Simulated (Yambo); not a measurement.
**Excitons in KHF2**

```
CELL_PARAMETERS angstrom
     -2.79946     2.79946     3.35283
      2.79946    -2.79946     3.35283
      2.79946     2.79946    -3.35283
ATOMIC_POSITIONS crystal
  H  0.50000 0.00000 0.50000
  H  0.00000 0.50000 0.50000
  F  0.35594 0.85594 0.21188
  F  0.64406 0.14406 0.78812
  F  0.85594 0.64406 0.50000
  F  0.14406 0.35594 0.50000
  K  0.75000 0.75000 0.00000
  K  0.25000 0.25000 0.00000
```

The geometry is that of Materials Project entry mp-23846, symmetrised and not relaxed again.

BSE in Yambo on LDA (pw.x of Quantum ESPRESSO, ONCV potentials, scalar-relativistic) bands: 4×4×4 mesh, 12 valence and 11 conduction bands, static screening with 63 bands and a 3 Ry block, scissor 4.70 eV, Tamm-Dancoff; field along x.

```
state  energy (eV)  states within 2 meV  relative strength   class    main transitions
-----  -----------  -------------------  -----------------  ------  ------------------
1             9.90                    1             < 0.01    dark      VB → CB (80 %)
2            10.05                    2             < 0.01    dark  several band pairs
3            10.12                    2               1.00  strong  several band pairs
4            10.21                    1             < 0.01    dark  several band pairs
5            10.46                    1             < 0.01    dark    VB−6 → CB (72 %)
6            10.73                    1             < 0.01    dark  several band pairs
```

These are vertical excitations (zero momentum). The direct quasiparticle gap on this mesh is 11.66 eV; counted from there, state 1 is bound by 1.76 eV. On a 2×2×2 mesh the same difference is 2.21 eV, so it isn't converged.

Spin singlets only. Strengths are relative to the strongest of the lowest states of this run; strong means a line over 3 % of the spectrum's maximum, dark under 0.03 %. Absolute energies carry the error of the G0W0 scissor, whose convergence isn't established; the long-wavelength screening was taken along (1,1,1) although the crystal is anisotropic.
